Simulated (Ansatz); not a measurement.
Al₂Au (MoSi2 or CaC2 type, I4/mmm) at seven volumes, the program Ansatz at the r²SCAN level (PAW), shape and atoms relaxed at each. One row is withheld.

```csv
V (Å³/atom),P (GPa)
15.351,11.71
15.857,7.10
16.364,3.22
16.870,0.00
17.376,?
17.882,-4.78
18.388,-6.46
```

**Question.** Fit the shown pressures and predict the withheld one.

**Answer.** P = (3/2)B₀(x^(7/2) − x^(5/2))[1 + (3/4)(B′ − 4)(x − 1)] with x = (V₀/V)^(2/3). Least squares on the six rows gives V₀ = 16.875 Å³/atom, B₀ = 95.7 GPa, B′ = 5.47. At V = 17.376, x = 0.9807 and P = -2.58 GPa. The run itself gave -2.66 GPa.

A made-up cell: these elements were put on the sites of a structure type; neither database checked (COD, Materials Project) lists it. COD files the formula under space group No. 225, so this cell is another polymorph or a model. Whether it is the stable phase at ambient conditions was not checked. Symmetry was held in the r²SCAN relaxation; whether a distortion lowers the energy is not shown. Scalar-relativistic: spin–orbit coupling is off unless named, which matters more the heavier the elements.

Potentials: the earlier of the program's two PAW sets.
